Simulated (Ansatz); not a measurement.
## CsPbBr₃: the gap against volume

CsPbBr₃, Pm-3m, a = 5.870 Å. The structure is a COD entry; whether it is the stable form wasn't checked. Ansatz: PBEsol, PAW, 420 eV, Γ-centred 6×6×6 mesh on 5 atoms, Gaussian smearing 0.02 eV; no spin polarisation. Symmetry fixes shape and atoms, so the cell is only scaled; x = ln(V/V0) with V0 = 40.452 Å³/atom. The gap is read at the mesh points alone.

```
      x gap y (eV)
-0.1278       0.796
-0.0943       0.980
-0.0619       1.145
-0.0305       1.293
 0.0000       1.426
 0.0296       1.545
 0.0583       1.650
 0.0953           ?
```

Q: Fit a straight line to the other rows, give the volume deformation potential of the gap and its pressure coefficient, and predict the missing gap. B0 = 21.5 GPa.

A: Means x = -0.03237, y = 1.2621; Σ(Δx)² = 0.02693, ΣΔxΔy = 0.1235; the slope is their ratio. y = 1.4106 + 4.5855 x. The slope is the deformation potential a = dE_g/d ln V = 4.59 eV, and dE_g/dP = −a/B0 = -213 meV/GPa. With a term in x² added, the coefficient of x becomes 4.181, 9 % less, which shows how far this figure hangs on the form. At x = 0.0953 the fit asked for gives 1.848 eV. The run gave 1.773 eV, so the fit is 0.075 eV too high, 7.7 % of the span of the series, against an rms of 0.020 eV on the fitted rows. The row lies outside the fitted range. With a term in x² added, a fit to the same known rows predicts 1.771 eV, so most of the miss is curvature that the known rows already hold.

Spin-orbit coupling is left out, which matters for the bands of heavy elements.

Symmetry holds off the tilts and polar distortions that many cubic perovskites undergo.